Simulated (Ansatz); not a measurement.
Data:

CaO:
Space group Fm-3m (No. 225); a = 4.8309 Å, b = 4.8309 Å, c = 4.8309 Å, α = 90.00°, β = 90.00°, γ = 90.00°

```json
[
 {"atom": "Ca", "site": "4a", "symmetry": "m-3m", "x": "0.0000", "y": "0.0000", "z": "0.0000"},
 {"atom": "O", "site": "4b", "symmetry": "m-3m", "x": "0.5000", "y": "0.5000", "z": "0.5000"}
]
```
(The calculation used a cell of 2 atoms; values per cell refer to that cell.)

This is the PBE-relaxed structure.

Task: All from plane-wave PAW PBE (Ansatz code), unless another level is named. Estimate the HSE06 gap on the PBE cell.

Result: 5.31 eV.

Task: What about the hole effective mass, band 1 of 3 at the edge?

Result: 2.9 along [100], 2.9 along [110], 1.4 along [111] (mₑ).

Symmetry was held in the PBE relaxation; phonons on a q-mesh show no instability.

Potentials: the later of the program's two PAW sets.
